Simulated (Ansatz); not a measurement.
Be₂Ru:
```xyz
6
Lattice="0.0000 3.0371 3.0371 3.0371 0.0000 3.0371 3.0371 3.0371 0.0000" Properties=species:S:1:pos:R:3 pbc="T T T"
Be     3.7963     3.7963     3.7963
Be     3.7963     2.2778     2.2778
Be     2.2778     3.7963     2.2778
Be     2.2778     2.2778     3.7963
Ru     1.5185     1.5185     1.5185
Ru     0.0000     0.0000     0.0000
```

Relaxed with PBEsol. Special points in fractions of this cell's reciprocal vectors: Γ (0.000, 0.000, 0.000); X (0.500, 0.000, 0.500); U (0.625, 0.250, 0.625); K (0.375, 0.375, 0.750); L (0.500, 0.500, 0.500); W (0.500, 0.250, 0.750).

Task: List the band energies nearest the Fermi level at these points for DFT-PBEsol in the program Ansatz with PAW potentials.

Result: In eV from the Fermi level; about four levels below and three above (degenerate sets whole), none deeper than 8.9 eV; points with the same levels are listed once.

| k | below | above |
|---|---|---|
| Γ | -3.68 -3.68 -3.68 -3.35 | 0.21 0.21 4.41 4.41 4.41 |
| X | -0.59 -0.59 -0.51 -0.51 | 1.56 1.56 7.15 7.15 |
| U | -1.09 -0.79 -0.26 -0.11 | 1.91 2.88 6.66 |
| L | -2.22 -2.22 -0.51 -0.51 | 0.78 1.88 1.88 |
| W | -0.87 -0.87 -0.70 -0.70 | 2.68 2.68 6.51 6.51 |

Space group Fd-3m (cubic Laves (MgCu2 type)). A made-up cell: these elements were put on the sites of a structure type; neither database checked (COD, Materials Project) lists it. Its standing as an ambient phase is unchecked. The PBEsol relaxation kept the symmetry of its start; whether a distortion lowers the energy is not shown. The run is not spin-polarised. Scalar-relativistic: spin–orbit coupling is off unless named, which matters more the heavier the elements.

Potentials: the earlier of the program's two PAW sets. The files were generated under PBE; for other functionals the program regenerates the frozen cores, and for LDA and PBEsol the local potential too.
